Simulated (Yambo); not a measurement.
```xyz
2
Lattice="0.0000 2.3814 2.3814 2.3814 0.0000 2.3814 2.3814 2.3814 0.0000" Properties=species:S:1:pos:R:3 pbc="T T T"
O      2.3814     2.3814     2.3814
Ca     0.0000     0.0000     0.0000
```

CaO (rock salt, space group Fm-3m, No. 225): G0W0@PBEsol in Yambo (6×6×6 Γ-centred k mesh, 64 bands and a 10 Ry block in the screening, 64 bands in G with the Bruneval-Gonze terminator, plasmon pole fitted at 27.2 eV) on wavefunctions from Quantum ESPRESSO. With the symmetry operations that carry no fractional translation, the mesh has 16 irreducible k points, and the gap Γ → X is 5.954 eV.

Q: What changes when point-group symmetry is switched off and time reversal alone is kept?

A: The mesh then has 112 irreducible points. The exact result doesn't change; the run gives 5.943 eV, and the difference is numerical residue, whose source wasn't traced. Rough time against the symmetric run: about 5× for the empty bands, about 6× for Yambo (4 states against 4).

Geometry relaxed with PBEsol.
